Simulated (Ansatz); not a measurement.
Relaxed-ion elastic tensor of MoP in space group P-6m2 (No. 187; Mo on 1a, P on 1d) in GPa (Voigt order), PBEsol in the plane-wave PAW code Ansatz; density 7.46 g/cm³, 14.13 Å³ per atom.

```
     1    2    3    4    5    6
-  ---  ---  ---  ---  ---  ---
1  364  133  168  0.0  0.0  0.0
2  133  364  168  0.0  0.0  0.0
3  168  168  515  0.0  0.0  0.0
4  0.0  0.0  0.0  184  0.0  0.0
5  0.0  0.0  0.0  0.0  184  0.0
6  0.0  0.0  0.0  0.0  0.0  115
```

Is the crystal mechanically stable?

Yes: the smallest eigenvalue of C is 115 GPa.

Work out the Voigt, Reuss and Hill averages.

K_V = 242, K_R = 233, K_H = 238; G_V = 148, G_R = 141, G_H = 145 GPa.

Give Young's modulus, Poisson's ratio, Pugh's ratio and the universal anisotropy index.

E = 9KG/(3K + G) = 361 GPa; ν = 0.25; K/G = 1.64 (brittle by the Pugh limit of 1.75); A_U = 5G_V/G_R + K_V/K_R − 6 = 0.30.

Estimate the sound speeds and the Debye temperature.

v_l = √((K + 4G/3)/ρ) = 7600 m/s, v_t = √(G/ρ) = 4410 m/s, mean 4890 m/s; Θ = (h/k)(3n/4πV)^(1/3) v_m = 602 K.

How much does each axis shrink under pressure?

Linear compressibilities β_i = Σ_j S_ij (j = 1 to 3): x 1.7, y 1.7, z 0.81 per TPa.

The PBEsol relaxation kept the symmetry of its start. No spin polarisation was allowed. As this level gives no gap, shear constants depend on the k-mesh and smearing (Fermi–Dirac, 0.1 eV here).

Potentials: the earlier of the program's two PAW sets. The files were generated under PBE; for other functionals the program regenerates the frozen cores, and for LDA and PBEsol the local potential too.
